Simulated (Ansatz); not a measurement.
GaN:
Space group P6₃/mmc (No. 194); a = b = 3.154 Å, c = 7.599 Å, α = β = 90.00°, γ = 120.00°

```tsv
atom	site	symmetry	x	y	z
Ga	2d	-6m2	0.6667	0.3333	0.2500
N	2b	-6m2	0.0000	0.0000	0.2500
```

Relaxed with LDA.

Give the optical modes at the zone centre with their infrared and Raman activity from DFPT, plane-wave PAW LDA (Ansatz code).

Transverse frequencies, without the LO–TO term; a row sums one degenerate level.

```
ω (cm⁻¹)  degeneracy  IR ((D/Å)²/amu)  Raman (Å⁴/amu)  activity  symmetry
--------  ----------  ---------------  --------------  --------  --------
33i                2             0.00            0.11     Raman       E2g
48                 1             0.00               0    silent       B1g
245                1             3.22               0        IR       A2u
306                1             0.00               0    silent       B1g
742                2             0.00              53     Raman       E2g
745                2            73.71               0        IR       E1u
```

How high does the top mode go among those that the LO–TO term moves?

881 cm⁻¹ for q along x, 881 cm⁻¹ for q along y, 307 cm⁻¹ for q along z.

Space group P6_3/mmc. The workflow started from a Materials Project entry (that database holds measured and hypothetical structures alike); the Crystallography Open Database copy checked does not list it. It is not the phase usual at ambient conditions (space group No. 186, 216). The cell was relaxed with LDA under the symmetry of its start; phonons show weakly imaginary modes. A crystal of weakly bound layers computed without a dispersion correction: the cell and the soft elastic constants depend strongly on that.

Potentials: the earlier of the program's two PAW sets. The files were generated under PBE; for other functionals the program regenerates the frozen cores, and for LDA and PBEsol the local potential too.
